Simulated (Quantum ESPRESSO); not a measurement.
```
WC
1.0
    2.91659     0.00000     0.00000
   -1.45829     2.52584     0.00000
    0.00000     0.00000     2.83944
W C
1 1
Direct
  0.00000   0.00000   0.00000
  0.66667   0.33333   0.50000
```
The geometry is a computed Materials Project entry, not a measured one. It is WC in P-6m2. Stability against distortions was not tested. The run has no spin polarisation.

With PBE (a modified build of Quantum ESPRESSO; gradients by PAW reconstruction on its ground state; JTH PAW datasets, 20 Ha):

```json
[
 {"quantity": "Vzz W (a.u.)", "PBE": "-1.453"}
]
```

Cores are frozen. W had no test against all-electron runs. Spin–orbit coupling is left out, a limit on W. The run is metallic or nearly gapless at this level (smeared occupations), so gradients converge slowly with the k-mesh. The structure is static (0 K, no zero-point motion).

What does the LDA, on its own JTH datasets and the same geometry, give?


```csv
quantity,LDA,LDA − PBE
Vzz W (a.u.),-1.544,-0.091
```
